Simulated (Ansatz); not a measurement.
Put B₂P in R-3m (No. 166): B on 6c; P on 3a. A trial structure of B₂P was built thus: 4-, 6-connected net, elements by coordination.

The calculation used DFT PBE, scalar-relativistic, plane waves, PAW in Ansatz. Cutoff 420 eV, Γ-centred mesh, Gaussian smearing, no spin polarisation.

Formation energies are uncorrected and refer to the elements' standard structures at the same level. The references include black phosphorus.

Question: Predict the relaxed structure.

Answer:

Space group R-3m:H (No. 166). a = 3.030 Å, b = 3.030 Å, c = 11.775 Å, α = 90.00°, β = 90.00°, γ = 120.00°
| atom | site | symmetry | x | y | z |
| --- | --- | --- | --- | --- | --- |
| B | 6c | 3m | 0.6667 | 0.3333 | 0.7627 |
| P | 3a | -3m | 0.0000 | 0.0000 | 0.0000 |

B has 1 B at 1.66 Å and 3 P at 2.08 Å; around P lie 6 B at 2.08 Å. Another local minimum with the same sites may exist.

Question: Where does its energy lie, and is it a metal?

Answer: The formation energy is +0.63 eV/atom and the gap on the 18×18×18 mesh of the 3-atom cell is 0 eV (a metal). It can't be a ground state, since the elements alone are lower.

The last run used Gaussian smearing of 0.10 eV. An odd number of electrons in the primitive cell allows no gap without spin; a larger cell or a magnetic state could open one. The cell is a metal run without spin; a magnetic state may lie lower. The reference form of P is held partly by dispersion forces, which this level lacks. A later test with randomly moved atoms came back to the same energy, though modes that don't fit the test's cell weren't probed.
